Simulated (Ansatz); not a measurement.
Start of a relaxation of Pr2BBr3:

```cif
data_structure
_symmetry_space_group_name_H-M 'P 1'
_symmetry_Int_Tables_number 1
_cell_length_a 6.2668
_cell_length_b 6.2668
_cell_length_c 6.2668
_cell_angle_alpha 60.975
_cell_angle_beta 60.975
_cell_angle_gamma 60.975
_cell_volume 177.85
loop_
_atom_site_label
_atom_site_type_symbol
_atom_site_fract_x
_atom_site_fract_y
_atom_site_fract_z
_atom_site_occupancy
Pr1 Pr 0.14255 0.14255 0.14255 1
Pr2 Pr 0.85745 0.85745 0.85745 1
B1 B 0.00000 0.00000 0.00000 1
Br1 Br 0.50000 0.50000 0.00000 1
Br2 Br 0.00000 0.50000 0.50000 1
Br3 Br 0.50000 0.00000 0.50000 1
```

These are results of DFT PBE, scalar-relativistic, plane waves, PAW, and for the lanthanide a 4f-in-core norm-conserving potential (Ansatz), not measurements. Cutoff 660 eV, Gaussian smearing, Γ-centred meshes. Cell and atoms relax first on a coarse mesh and then on a finer one. In between, the cell is made exact in the group found at 0.06 Å. In metals the finer mesh still leaves noise of several meV/atom or more. The steps can't lower the symmetry of their start. No spin polarisation.

A guess keeps its type if space group and coordination stay and the shape of the cell changes little (axis ratios within about 15 %, angles within 6°); the volume may change.

Task: Will the relaxed cell still be of the starting type?

Result: It doesn't keep its type. The symmetry stays R-3m (No. 166). The volume per atom grows by 43.1 %, from 29.6 to 42.4 Å³. The shortest distance goes from 2.17 Å (Pr–B) to 2.48 Å (Pr–B). The ratio c/a of the conventional cell changes by a factor of 0.38. Counting neighbours within 15 % of an atom's shortest distance, the start has B 2, Br 8, Pr 1 and the end B 2, Br 2, Pr 1. In detail, at the end Pr is surrounded by 1 B at 2.48 Å and 3 Br at 2.90 Å; B has 2 Pr at 2.48 Å; Br has 2 Pr at 2.90 Å.

```
Pr B Br
1.0
     4.93181    2.84738    3.01974
    -4.93181    2.84738    3.01974
     0.00000   -5.69477    3.01974
Pr B Br
2 1 3
Cartesian
  0.0000 0.0000 2.4846
  0.0000 0.0000 6.5746
  0.0000 0.0000 0.0000
  0.0000 2.8474 3.0197
  -2.4659 -1.4237 3.0197
  2.4659 -1.4237 3.0197
```

Formation energies are uncorrected and refer to the elements' standard structures at the same level. The references include crystalline Br.

Task: At what energy does it end?

Result: −0.48 eV/atom. A negative formation energy is needed for stability but isn't enough: competing phases decide.

The last run used a 6×6×6 mesh for its 6-atom cell and Gaussian smearing of 0.10 eV. The reference form of Br is held partly by dispersion forces, which this level lacks. Symmetry constrained the relaxation, so the result can be a saddle point.

The lanthanide is trivalent by construction, without f bands, f moments or other valences. The reference runs of the other elements, and any phases without the lanthanide, used 420 eV, which shifts energies against them by under 10 meV/atom. The lanthanide's reference is the lowest of its hcp, dhcp and fcc cells.
